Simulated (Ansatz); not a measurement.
Ansatz 0.2.0, relaxation: YCl

Launch command:

```bash
ansatz run input.yaml --threads 2 --pin off --max-ram 2560MiB --backend cpu --events-out ev --progress --plain --runs-dir out
```

The input file (Ansatz 0.2.0, plane waves):

```yaml
crystal:
  lattice:
    - [3.730166, 0.0, 0.0]
    - [-1.865083, 3.230421, 0.0]
    - [0.0, -2.153611, 9.120878]
  atoms:
    - { symbol: Cl, position: [0.3883, 0.7766, 0.1649] }
    - { symbol: Cl, position: [0.6117, 0.2234, 0.8351] }
    - { symbol: "Y", position: [0.21683, 0.43366, 0.65049] }
    - { symbol: "Y", position: [0.78317, 0.56634, 0.34951] }
  symmetry: { tolerance: 0.0003 }
kpoints:
  mp_grid: { grid: [7, 7, 7], shift: [0, 0, 0] }
magnetization:
  spin_polarized: false
scf:
  occupations: { method: fermi_dirac }
  lower_state_search: "off"
hamiltonian:
  pseudopotentials: { kind: paw }
  xc: pbesol
basis:
  ecutwfc: 420
  fft_grid_basis: typed
relax:
  max_steps: 80
  cell: { p_target: 0.0 }
output:
  forces: true
  stress: true
  eigenvalues: true
  bader: true
  populations: true
  elf: true
  write_potential: true
  volumetric_format: npy
  dos:
    e_range: [-12, 8]
    de: 0.05
    projected: { site_lists: { Cl: [Cl], "Y": ["Y"] } }
  write_density: true
checkpoint:
  read: saved_state
```

Origin of the cell: a database entry, scaled a little.

The smearing width isn't typed, so it takes its default of 0.1 eV.

The saved state is a converged single point of the same cell.

Steps («new basis» is an SCF on plane waves selected anew at the same cell):

```tsv
step	ΔF (meV/atom)	max force component (eV/Å)	P (GPa)	volume (Å³)	SCF iterations	step was
1	0.0	0.118	0.27	109.91	6	accepted
2	57.1	1.010	-1.46	111.88	8	rejected
3	-3.3	0.136	0.01	110.04	11	accepted
4	-4.0	0.067	0.12	110.07	5	accepted
5	-4.6	0.014	0.20	110.81	6	accepted
6	-4.9	0.017	0.12	111.90	6	accepted
7	-5.0	0.033	-0.13	112.87	7	accepted
8	-5.1	0.001	0.00	113.17	6	accepted
9	-5.1	0.001	0.01	113.41	8	accepted
10	-5.1	0.001	0.01	113.41	4	new basis
```

Before:

Space group R-3m (No. 166); the run's cell has a = 3.730 Å, b = 3.730 Å, c = 9.372 Å, α = 101.48°, β = 90.00°, γ = 120.00°. Shortest distances: Cl–Y 2.73 Å, Y–Y 3.49 Å.

The relaxed structure.

Space group R-3m (No. 166); the run's cell has a = 3.688 Å, b = 3.688 Å, c = 9.861 Å, α = 100.78°, β = 90.00°, γ = 120.00°. Shortest distances: Cl–Y 2.74 Å, Y–Y 3.53 Å.

```
CELL_PARAMETERS angstrom
3.68785 0.00000 0.00000
-1.84393 3.19377 0.00000
0.00000 -2.12918 9.62878
ATOMIC_POSITIONS crystal
Cl 0.39164 0.78327 0.17491
Cl 0.60836 0.21673 0.82509
Y 0.21533 0.43066 0.64598
Y 0.78467 0.56934 0.35402
```

- Free energy lowered by: 5.1 meV/atom
- Volume change: 3.19 %
- Final pressure: 0.01 GPa
- Relaxation steps listed: 10
- Formation energy (elements under the same functional, gases as molecules, uncorrected): -1.535 eV/atom

Caveats: no spin, though holes on the anions or broken bonds may carry moments; the relaxation held the start's symmetry, so the end may be a saddle point.

Time: 70 s of wall time on 2 CPU thread(s) of a shared host, from a saved density.
